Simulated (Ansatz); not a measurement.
Profile along the Ni–Si line in NiSi2 (fluorite type, space group Fm-3m)

NiSi2 (fluorite type, space group Fm-3m)

```
CELL_PARAMETERS angstrom
      0.00000     2.69488     2.69488
      2.69488     0.00000     2.69488
      2.69488     2.69488     0.00000
ATOMIC_POSITIONS crystal
  Ni 0.00000 0.00000 0.00000
  Si 0.25000 0.25000 0.25000
  Si 0.75000 0.75000 0.75000
```

Fields along a shortest Ni–Si line of a {110} plane (2.33 Å), from Ni to Si, interpolated on the slice's grid (step about 0.3 Å). Level of theory: PBEsol (plane waves to 420 eV, PAW, scalar-relativistic; Ansatz, a quantum-chemistry and plane-wave program). k mesh 15×15×15. These are valence fields of a PAW run, semicore shells included where kept as valence: close to a nucleus they are smooth pseudo fields. NiSi2 is run without spin polarisation. NiSi2 was relaxed with its symmetry unable to fall. The PAW data are Ansatz's earlier set.

```tsv
distance from Ni (Å)	valence electron density (e/Å³)	electron localisation function
0.00	64.15	x
0.12	55.93	x
0.23	37.82	x
0.35	20.63	x
0.47	9.61	x
0.58	4.17	0.34
0.70	1.88	0.21
0.82	0.98	0.19
0.93	0.64	0.22
1.05	0.51	0.34
1.17	0.48	0.52
1.28	0.48	0.68
1.40	0.48	0.74
1.51	0.48	0.74
1.63	0.44	0.69
1.75	0.37	0.57
1.86	0.29	x
1.98	0.22	x
2.10	0.17	x
2.21	0.14	x
2.33	0.13	x
```

x: too close to a nucleus for the ELF to mean much.

Density on the Ni–Si line (2.33 Å) at its midpoint: 0.48 e/Å³. ELF at that point: 0.5. ELF maximum in the middle third of the Ni–Si line: 0.74, 1.5 Å from Ni.
